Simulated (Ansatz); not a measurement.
Name crystals whose computed values (HSE06 in the plane-wave PAW code Ansatz) fall in these windows: B₀ by P(V) fit (GPa) 73 to 95; gap (eV) 0.84 to 1.1.



| crystal | B₀ by P(V) fit (GPa) | gap (eV) |
|---|---|---|
| SiGe, wurtzite | 85.3 | 0.98 |
Others may fit too.

Standing as an ambient phase not checked: SiGe, wurtzite. The cell was relaxed under the symmetry of its start. Scalar-relativistic: spin–orbit coupling is off unless named, which matters more the heavier the elements.

Potentials: the later of the program's two PAW sets.
